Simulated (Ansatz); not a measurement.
Relaxed-ion elastic tensor of P (A7 (α-As type), R-3m) in GPa (Voigt order), r²SCAN+D4 (plane waves, PAW; program Ansatz); density 3.29 g/cm³, 15.64 Å³ per atom.

```csv
,1,2,3,4,5,6
1,195,66.4,21.5,-37.5,0.0,0.0
2,66.4,195,21.5,37.5,0.0,0.0
3,21.5,21.5,68.1,0.0,0.0,0.0
4,-37.5,37.5,0.0,99.5,0.0,0.0
5,0.0,0.0,0.0,0.0,99.5,-37.5
6,0.0,0.0,0.0,0.0,-37.5,64.1
```

Task: Is the crystal mechanically stable?

Result: Yes: the smallest eigenvalue of C is 40.3 GPa.

Task: Work out the Voigt, Reuss and Hill averages.

Result: K_V = 75.2, K_R = 54.2, K_H = 64.7; G_V = 75.8, G_R = 54.0, G_H = 64.9 GPa.

Task: Give Young's modulus, Poisson's ratio, Pugh's ratio and the universal anisotropy index.

Result: E = 9KG/(3K + G) = 146 GPa; ν = 0.12; K/G = 1.00 (brittle by the Pugh limit of 1.75); A_U = 5G_V/G_R + K_V/K_R − 6 = 2.41.

Task: Estimate the sound speeds and the Debye temperature.

Result: v_l = √((K + 4G/3)/ρ) = 6780 m/s, v_t = √(G/ρ) = 4440 m/s, mean 4870 m/s; Θ = (h/k)(3n/4πV)^(1/3) v_m = 580 K.

Task: Solve the Christoffel equation for the three sound speeds along x, y, z.

Result: Eigenvalues of C_ijkl n_j n_l equal ρv². In km/s, slowest first: x 3.50, 6.12, 7.69; y 4.42, 5.13, 7.95; z 4.55, 5.50, 5.50.

Task: How much does each axis shrink under pressure?

Result: Linear compressibilities β_i = Σ_j S_ij (j = 1 to 3): x 2.8, y 2.8, z 13 per TPa.

This is a known high-pressure phase of the composition, computed here at zero pressure and temperature. Symmetry was held in the r²SCAN+D4 relaxation; its stability against distortions is not shown here. As this level gives no gap, shear constants depend on the k-mesh and smearing (Fermi–Dirac, 0.1 eV here).

Potentials: the later of the program's two PAW sets.
